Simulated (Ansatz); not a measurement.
Cu Kα1 powder pattern (kinematic, no thermal factors).
```csv
2θ (°),relative intensity
21.94,2
25.39,1
36.21,100
42.74,1
52.14,18
65.13,37
76.85,12
88.03,17
```

The pattern is computed from a structure relaxed with Ansatz, DFT PBE, scalar-relativistic, plane waves, PAW. No spin polarisation. Its elements are Cd, Hf.

Problem. Give the structure.

Solution. Hf3Cd.
Space group Fm-3m (No. 225). a = 7.011 Å, b = 7.011 Å, c = 7.011 Å, α = 90.00°, β = 90.00°, γ = 90.00°
```
atom  site  symmetry       x       y       z
  Hf    8c      -43m  0.2500  0.7500  0.7500
  Hf    4b      m-3m  0.5000  0.0000  0.0000
  Cd    4a      m-3m  0.0000  0.0000  0.0000
```

A pattern alone doesn't exclude other cells with like lines; this is the one computed.

The cell was found from a structure generator's guess, not taken from experiment.
